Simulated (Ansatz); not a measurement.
Relaxation of a generated cell, Pt built in the beta-Sn structure type; 2 atoms in the cell, which starts as I4₁/amd, origin choice 1 (No. 141), tI4; a = b = 4.8759 Å, c = 2.6603 Å, α = β = γ = 90.00°. Level of theory: PBEsol (plane waves to 420 eV, PAW, scalar-relativistic; Ansatz, a quantum-chemistry and plane-wave program). Γ-centred k-mesh 14×14×14 on the run's cell (coarser than for final values), Fermi–Dirac smearing 0.05 eV. This is the first round of the run. 

The optimiser's lines from the output (shortened; P is positive under compression):

```
relax step   1: F+E_penalty+E_count = -24766.89968067 eV  Δ(F+E_penalty+E_count) = +0.000e0 eV  max|allowed force component| = 1.388e-17 eV/Å  Δτ_max = 0.0000 Å  P = +10.834 GPa  Ω = 31.624 Å³  (6 SCF iters, dr2 threshold 1.00e-7 eV, accepted)
relax step   2: F+E_penalty+E_count = -24766.88999511 eV  Δ(F+E_penalty+E_count) = +9.686e-3 eV  max|allowed force component| = 6.939e-18 eV/Å  Δτ_max = 0.0000 Å  P = -10.357 GPa  Ω = 34.574 Å³  (6 SCF iters, dr2 threshold 2.00e-7 eV, rejected (line search))
relax step   3: F+E_penalty+E_count = -24766.94734189 eV  Δ(F+E_penalty+E_count) = -4.766e-2 eV  max|allowed force component| = 1.388e-17 eV/Å  Δτ_max = 0.0000 Å  P = +0.061 GPa  Ω = 32.909 Å³  (8 SCF iters, accepted)
relax step   4: F+E_penalty+E_count = -24766.94740359 eV  Δ(F+E_penalty+E_count) = -6.169e-5 eV  max|allowed force component| = 1.388e-17 eV/Å  Δτ_max = 0.0000 Å  P = +0.001 GPa  Ω = 32.917 Å³  (6 SCF iters, dr2 threshold 2.00e-7 eV, accepted)
relax step   5: F+E_penalty+E_count = -24766.94740533 eV  Δ(F+E_penalty+E_count) = -1.746e-6 eV  max|allowed force component| = 0.000e0 eV/Å  Δτ_max = 0.0000 Å  P = -0.001 GPa  Ω = 32.917 Å³  (7 SCF iters, accepted)
relax step   6: F+E_penalty+E_count = -24766.94787043 eV  Δ(F+E_penalty+E_count) = -4.651e-4 eV  max|allowed force component| = 6.939e-18 eV/Å  Δτ_max = 0.0000 Å  P = -0.017 GPa  Ω = 32.917 Å³  stress off target by 1.90e-2 GPa  SCF on the basis re-selected at this cell (its energy is not comparable with the rows above)  (9 SCF iters)
```

From the first to the last row the energy changes by -0.02 eV/atom and the volume by +4.1 %. The last row is marked as not comparable with the walk above it, whose basis was carried along; it does compare with step 1, since both stand on a basis selected at the nominal cutoff for their own cell.

Step 2 was rejected by the optimiser.

Later rounds, restarted from the end of this one on a renewed k-mesh, logged 4 more steps and released under 0.01 eV/atom more. The final structure after all rounds: I4₁/amd, origin choice 1 (No. 141), tI4, AFLOW prototype A_tI4_141_a (A5, as in Sn); a = 4.969 Å, b = 4.969 Å, c = 2.667 Å, α = 90.00°, β = 90.00°, γ = 90.00°. Between re-selections the logged energies stand on a plane-wave basis carried along with the cell. No spin polarisation in the result.

The run could not lose the symmetry of its start: the end is stationary, and may be a saddle point rather than a minimum.

All atoms sit on sites fixed by symmetry, so only the cell could relax.

The relaxed structure here is a generated cell of Pt: the first start was made by placing the elements on the sites of a structure type, and the end was not matched to a known phase here, so it may be hypothetical. Known forms of Pt include space group No. 225.
